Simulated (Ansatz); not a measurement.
GaN (zinc blende)

```
GaN
1.0
    0.00000     2.27425     2.27425
    2.27425     0.00000     2.27425
    2.27425     2.27425     0.00000
N Ga
1 1
Cartesian
  3.41138   3.41138   3.41138
  0.00000   0.00000   0.00000
```

The numbers are results of PBE (plane waves to 420 eV, PAW, scalar-relativistic; Ansatz, a program for electronic structure), not measurements. DFPT wavenumbers on a 10×10×10 k mesh, in cm⁻¹; i marks imaginary ones, q is in fractions of the reciprocal vectors of the cell shown, and the three acoustic modes at Γ are left out. The non-analytic (LO-TO) term is not included, so polar modes at Γ have their transverse values. GaN was relaxed with its symmetry unable to fall.

**Question.** Is the structure dynamically stable at Γ, L = (0.5, 0.0, 0.0), X = (0.5, 0.5, 0.0)?

**Answer.** No imaginary mode at these points (lowest 134 cm⁻¹ at L = (0.5, 0.0, 0.0)); other wave vectors were not tested.

**Question.** List the wavenumbers at Γ, L = (0.5, 0.0, 0.0), X = (0.5, 0.5, 0.0), with degeneracies.

**Answer.** 
| q | wavenumbers (cm⁻¹) |
|---|---|
| Γ | 516 (×3) |
| L = (0.5, 0.0, 0.0) | 134 (×2), 325, 538 (×2), 657 |
| X = (0.5, 0.5, 0.0) | 185 (×2), 331, 577 (×2), 648 |
